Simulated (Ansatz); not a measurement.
The relaxed structure here is a generated cell of CoPdO2: the first start was made by placing the elements on the sites of a structure type, and the end was not matched to a known phase here, so it may be hypothetical.

One starting cell of CoPdO$_{2}$ (a generated trial cell of CoPdO2 in the AFLOW prototype ABC2_tP4_123_d_a_f (as in CaCuO2)) was relaxed twice with Ansatz (plane waves, PAW, scalar-relativistic): with PBEsol at 420 eV and with PBE at 420 eV. The PBEsol result:…

```cif
data_CoO2Pd
_chemical_formula_sum 'Co1 Pd1 O2'
_space_group_name_H-M_alt 'P 1'
_space_group_IT_number 1
_cell_length_a 3.94714
_cell_length_b 3.94714
_cell_length_c 2.69799
_cell_angle_alpha 90.000
_cell_angle_beta 90.000
_cell_angle_gamma 90.000
loop_
_space_group_symop_operation_xyz
  'x, y, z'
loop_
_atom_site_label
_atom_site_type_symbol
_atom_site_fract_x
_atom_site_fract_y
_atom_site_fract_z
_atom_site_occupancy
Co1 Co 0.50000 0.50000 0.50000 1
Pd1 Pd 0.00000 0.00000 0.00000 1
O1 O 0.00000 0.50000 0.00000 1
O2 O 0.50000 0.00000 0.00000 1
```

| quantity | PBEsol | PBE |
|---|---|---|
| space group | P4/mmm | P4/mmm |
| volume (Å³/atom) | 10.51 | … |
| a (Å) | 3.947 | … |
| c (Å) | 2.698 | … |
| gap (eV, no spin-orbit coupling) | 0.00 | … |
| spin order | ferromagnetic | … |
| net moment (μB/atom) | 0.74 | … |

Problem. What does PBE give for the same quantities?

Solution. 
- volume (Å³/atom), PBE: 11.15
- a (Å), PBE: 3.995
- c (Å), PBE: 2.795
- gap (eV, no spin-orbit coupling), PBE: 0.00
- spin order, PBE: ferromagnetic
- net moment (μB/atom), PBE: 0.74

Both levels end in the same structure; PBE's volume is 6.1 % larger. Neither column is exact.

Spin states reached: ferromagnetic; spin orders were not searched systematically. No Hubbard U is applied. A magnetic insulating state can be missed without it.

The run could not lower the symmetry of its start; a shaken copy of this end point relaxes with PBEsol to P1 (No. 1), 0.41 eV/atom lower.

Ansatz is a program for electronic structure.
